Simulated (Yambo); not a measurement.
Yambo run on Na$_{2}$PdH$_{4}$ (space group I4/mmm, No. 139). The wavefunctions are LDA (Quantum ESPRESSO, PseudoDojo norm-conserving, 88 Ry, scalar-relativistic) ones on a 4×4×4 mesh (20 occupied bands); a = b = c = 4.9422 Å, α = β = 115.51°, γ = 97.97°.

Yambo input:

```
rim_cut
gw0
dyson
el_el_corr
HF_and_locXC
ppa
em1d
RandQpts= 1000000
RandGvec= 1 Ry
EXXRLvcs= 88 Ry
VXCRLvcs= 352 Ry
Chimod= "HARTREE"
% BndsRnXp
 7 | 133 |
%
NGsBlkXp= 7 Ry
% LongDrXp
 1.0 | 1.0 | 1.0 |
%
PPAPntXp= 27.2114 eV
% GbndRnge
 1 | 87 |
%
GTermKind= "none"
DysSolver= "n"
ExtendOut
% QPkrange
 13 | 13 | 20 | 21 |
%
```

k points by index: 13 = Z.

Table of the .qp output:

```
#    K-point    Band    Eo [eV]    E [eV]    E-Eo [eV]    Vxc [eV]    Vnlxc [eV]    Sc|Eo [eV]    Sc|E [eV]    dSc/dw|Eo [eV]    Re(Z)    Im(Z)
#
    13    20    0.000000    -0.648681    -0.648681    -19.10823    -23.53457    3.593563    3.777661    -7.720871    0.778973    -0.001547
    13    21    2.090468    2.867334    0.776865    -8.243251    -4.553160    -2.761130    -2.913225    -5.326698    0.836291    -0.001302
```
(The two width columns are left out.) Convergence of these settings isn't established.

Spin-orbit coupling is not included.

Geometry of the Materials Project entry, not relaxed at this level.

The structure is a Materials Project entry; no match was found in the copy of COD used, and its stability was not checked.
